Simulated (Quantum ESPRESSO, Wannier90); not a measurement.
**Tight-binding from DFT: Ca (Cmcm, model phase)**

```
begin unit_cell_cart
ang
    1.9712750000   -3.3954900000    0.0000000000
    1.9712750000    3.3954900000    0.0000000000
    0.0000000000    0.0000000000    6.5091100000
end unit_cell_cart
begin atoms_frac
Ca  -0.1644100000  0.1644100000  0.2500000000
Ca   0.1644100000 -0.1644100000 -0.2500000000
end atoms_frac
```

Materials Project entry mp-132; symmetrised, unrelaxed at this level. This isn't the element's usual structure (fcc); take it as a model of another phase. The atoms lie within 0.1 Å of the higher space group P6_3/mmc. Method: PBEsol plane waves in Quantum ESPRESSO 7.5 (PseudoDojo norm-conserving files, 55 Ry, no spin polarisation, no spin-orbit coupling), Bloch states on a 8×8×4 mesh through Γ, Wannier90 4.0.1. Density: 12×12×8 mesh, cold smearing 0.01 Ry.

A tight-binding model is made by disentanglement and projection with no localisation steps (num_iter = 0), so the 18 orbitals stay atom-like: hydrogen-like Ca: s;p;d, axes along x, y, z; frozen window up to 1.50 eV relative to the Fermi level. It follows pw.x to 6.4 meV rms for states up to 1.0 eV relative to the Fermi level. Matrix elements depend on this choice of orbitals and windows.

Problem. Which pairs of orbitals on different sites are coupled most strongly? Give distance, modulus and how many such pairs a cell has.

Solution. 
| orbital | orbital | distance of the centres (Å) | modulus (eV) | pairs |
|---|---|---|---|---|
| Ca px | Ca px | 3.94 | 1.55 | 2 |
| Ca py | Ca py | 3.93 | 1.16 | 4 |
| Ca pz | Ca pz | 3.95 | 1.04 | 6 |
| Ca px | Ca s | 3.94 | 0.90 | 4 |
| Ca dx2-y2 | Ca px | 3.94 | 0.85 | 4 |
| Ca py | Ca s | 4.01 | 0.83 | 4 |
| Ca px | Ca py | 4.03 | 0.78 | 4 |
| Ca py | Ca s | 3.84 | 0.76 | 4 |
| Ca pz | Ca s | 3.95 | 0.73 | 4 |
| Ca pz | Ca s | 3.98 | 0.71 | 8 |
| Ca py | Ca pz | 3.90 | 0.71 | 4 |
| Ca dxy | Ca py | 3.85 | 0.67 | 4 |
| Ca dxy | Ca py | 4.00 | 0.66 | 4 |
| Ca dyz | Ca pz | 3.97 | 0.66 | 4 |
| Ca px | Ca py | 3.82 | 0.62 | 4 |
| Ca px | Ca pz | 3.97 | 0.61 | 8 |
| Ca dxz | Ca pz | 3.99 | 0.56 | 8 |
| Ca py | Ca py | 3.84 | 0.55 | 2 |
| Ca px | Ca s | 3.95 | 0.54 | 4 |
| Ca py | Ca s | 3.90 | 0.51 | 4 |
| Ca dx2-y2 | Ca s | 3.94 | 0.49 | 4 |
| Ca s | Ca s | 3.95 | 0.48 | 6 |
| Ca dyz | Ca s | 3.96 | 0.46 | 4 |
| Ca s | Ca s | 3.98 | 0.46 | 6 |
| Ca dyz | Ca py | 3.91 | 0.45 | 4 |
| Ca dxy | Ca s | 3.92 | 0.44 | 8 |
| Ca px | Ca s | 3.97 | 0.43 | 8 |
| Ca dz2 | Ca px | 3.94 | 0.41 | 4 |
| Ca dz2 | Ca py | 3.84 | 0.40 | 4 |
| Ca dxz | Ca s | 3.99 | 0.39 | 8 |
